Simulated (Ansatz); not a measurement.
## Magnetic states of titanium, bcc

Computed with DFT, r2SCAN, plane waves (500 eV) with PAW, scalar-relativistic in Ansatz. The PAW files were generated under PBE, with cores re-solved for the functional.

Each start was relaxed and then solved on a dense mesh, with Fermi-Dirac smearing of 0.05 eV (0.1 eV in a metal without spin) extrapolated to zero. Rows within 2 meV/atom of each other tie.

Q: Where does each start end, and how do the energies compare? Starts: ferromagnetic; non-magnetic.

A: 
```csv
start,ends,ΔE (meV/atom),V (Å³/atom)
ferromagnetic,"ferromagnetic, net 1.44 μB per atom",0.0,17.90
non-magnetic,spin not included,57.9,17.26
```
